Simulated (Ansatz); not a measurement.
ZrGe2 (MoSi2 or CaC2 type, I4/mmm) at seven volumes, DFT-PBE in the program Ansatz with PAW potentials, shape and atoms relaxed at each. One row is withheld.

```csv
V (Å³/atom),P (GPa)
16.759,12.28
17.311,7.49
17.864,3.44
18.416,0.00
18.969,-2.90
19.521,-5.35
20.074,?
```

Task: Fit the shown pressures and predict the withheld one.

Result: P = (3/2)B₀(x^(7/2) − x^(5/2))[1 + (3/4)(B′ − 4)(x − 1)] with x = (V₀/V)^(2/3). Least squares on the six rows gives V₀ = 18.417 Å³/atom, B₀ = 105 GPa, B′ = 4.55. At V = 20.074, x = 0.9442 and P = -7.44 GPa. The run itself gave -7.29 GPa.

A made-up cell: these elements were put on the sites of a structure type; neither database checked (COD, Materials Project) lists it. COD files the formula under space group No. 63, so this cell is another polymorph or a model. Its standing as an ambient phase is unchecked. Symmetry was held in the PBE relaxation; its stability against distortions is not shown here. The run is not spin-polarised.

Potentials: the later of the program's two PAW sets.
